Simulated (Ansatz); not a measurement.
CoPtO$_{2}$ in space group R-3m (No. 166; Pt on 3a, Co on 3b, O on 6c) under volume change, PBE (plane waves, PAW; program Ansatz), shape and atoms relaxed at each volume.

| V (Å³/atom) | E − E(relaxed) (meV/atom) | P (GPa) |
|---|---|---|
| 9.574 | 72.4 | 26.88 |
| 9.889 | 30.2 | 16.31 |
| 10.205 | 7.1 | 7.43 |
| 10.520 | 0.0 | -0.02 |
| 10.836 | 6.3 | -6.25 |
| 11.152 | 23.9 | -11.43 |
| 11.467 | 50.8 | -15.75 |

**Question.** What does a third-order Birch–Murnaghan fit give for V₀, B₀ and B′?

**Answer.** V₀ = 10.52 Å³/atom, B₀ = 226 GPa, B′ = 4.9.

The cell was relaxed with PBE under the symmetry of its start. The workflow began spin-polarised and lost its moments. No Hubbard U is applied. Spin–orbit coupling is left out wherever it is not named.

Potentials: the later of the program's two PAW sets.
